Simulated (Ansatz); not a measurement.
Input:

HfSi$_{2}$:
```
HfSi2
1.0
    4.06063     0.00000     0.00000
   -2.03032     3.51661     0.00000
    0.00000     0.00000     3.47132
Hf Si
1 2
Cartesian
  0.00000   0.00000   0.00000
  0.00000   2.34441   1.73566
  2.03032   1.17220   1.73566
```

This is the PBE-relaxed structure.

Task: All from PBE (plane waves, PAW; program Ansatz), unless another level is named. Estimate the electronic character.

Result: metallic (no gap).

Task: Predict the density of states at the Fermi level.

Result: 0.50 states/eV per atom (mean over ±0.08 eV).

Task: What about the formation energy from the elements (no fitted shifts)?

Result: -152 meV/atom.

Task: Predict the gap with spin–orbit coupling.

Result: none (metallic).

Space group P6/mmm. A made-up cell: these elements were put on the sites of a structure type; neither database checked (COD, Materials Project) lists it. COD files the formula under space group No. 63, so this cell is another polymorph or a model. Its standing as an ambient phase is unchecked. The PBE relaxation kept the symmetry of its start; its stability against distortions is not shown here. The run is not spin-polarised. The references are the lowest solids computed at this level, not always the standard phases. Scalar-relativistic: spin–orbit coupling is off unless named, which matters more the heavier the elements.

Potentials: the earlier of the program's two PAW sets.
